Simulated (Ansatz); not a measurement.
This cell of In2Ge2O7 (space group C2/m) is off equilibrium:

```yaml
crystal:
  lattice:
    - [3.29422, -4.38064, 0.00000]
    - [3.29422, 4.38064, 0.00000]
    - [-1.01498, 0.00000, 4.80942]
  atoms:
    - { symbol: In, position: [0.30206, 0.68933, 0.99899] }
    - { symbol: In, position: [0.68933, 0.30206, 0.99899] }
    - { symbol: Ge, position: [0.75791, 0.75791, 0.59410] }
    - { symbol: Ge, position: [0.23382, 0.23382, 0.40795] }
    - { symbol: O, position: [0.43293, 0.10064, 0.20579] }
    - { symbol: O, position: [0.61595, 0.95316, 0.77994] }
    - { symbol: O, position: [0.95316, 0.61595, 0.77994] }
    - { symbol: O, position: [0.10064, 0.43293, 0.20579] }
    - { symbol: O, position: [0.00486, 0.00486, 0.50816] }
    - { symbol: O, position: [0.40985, 0.40985, 0.74010] }
    - { symbol: O, position: [0.58191, 0.58191, 0.28551] }
```

All values below come from LDA (plane waves to 420 eV, PAW, scalar-relativistic; Ansatz, an electronic-structure program). k mesh 5×5×6 (Γ-centred), Fermi-Dirac smearing 0.05 eV. Stress and pressure are positive under compression. In2Ge2O7 was relaxed with its symmetry unable to fall.

Q: What forces act on the atoms (eV/Å, Cartesian)?

A: 
| atom | Fx | Fy | Fz |
|---|---|---|---|
| In1 | 2.817 | -0.178 | 0.295 |
| In2 | 2.817 | 0.178 | 0.295 |
| Ge3 | 1.398 | 0.000 | 0.050 |
| Ge4 | 1.943 | 0.000 | -0.506 |
| O5 | -2.964 | 0.159 | 1.096 |
| O6 | -1.871 | -0.533 | -0.119 |
| O7 | -1.871 | 0.533 | -0.119 |
| O8 | -2.964 | -0.159 | 1.096 |
| O9 | -0.337 | 0.000 | -0.490 |
| O10 | 0.465 | 0.000 | -0.873 |
| O11 | 0.567 | 0.000 | -0.725 |

Q: What is the stress tensor (GPa)?

A: 
```
   4.70     0.00    -1.08
   0.00     1.47     0.00
  -1.08     0.00     2.70
```
The pressure, a third of the trace, is 2.96 GPa.

(For displaced atoms, the force is minus the slope of the energy, and its curvature is a force constant, which sets phonon frequencies.)
